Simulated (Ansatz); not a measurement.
MgTe (wurtzite, space group No. 186), the program Ansatz at the PBE level (PAW). The conduction-band minimum lies at Γ, with 1 equivalent valley. Second derivatives d²E/dk² of the lowest band at one valley (eV·Å²), along Cartesian directions:

| direction | d²E/dk² |
|---|---|
| [100] | 42.99 |
| [010] | 42.99 |
| [001] | 48.08 |
| [110] | 42.99 |
| [101] | 45.55 |
| [011] | 45.55 |

**Question.** Find the principal effective masses, the density-of-states mass and the conductivity mass.

**Answer.** Off-diagonal terms follow from H_xy = H[110] − (H_xx + H_yy)/2, and m*/mₑ = 7.620 eV·Å² over each eigenvalue: 0.16, 0.18, 0.18. One valley's DOS mass (m₁m₂m₃)^(1/3) = 0.17, conductivity mass 3/(Σ 1/mᵢ) = 0.17 mₑ.

**Question.** What effective density of states Nc follows at 300 K for parabolic valleys?

**Answer.** Nc = 2.509e19 × 1 × (0.17)^(3/2) ≈ 1.8e18 cm⁻³.

Space group P6_3mc (wurtzite). The cell was relaxed with PBE under the symmetry of its start. Spin–orbit coupling is left out wherever it is not named.

Potentials: the later of the program's two PAW sets.

Edges and masses are those of Kohn–Sham bands, whose gap is no quasiparticle gap.
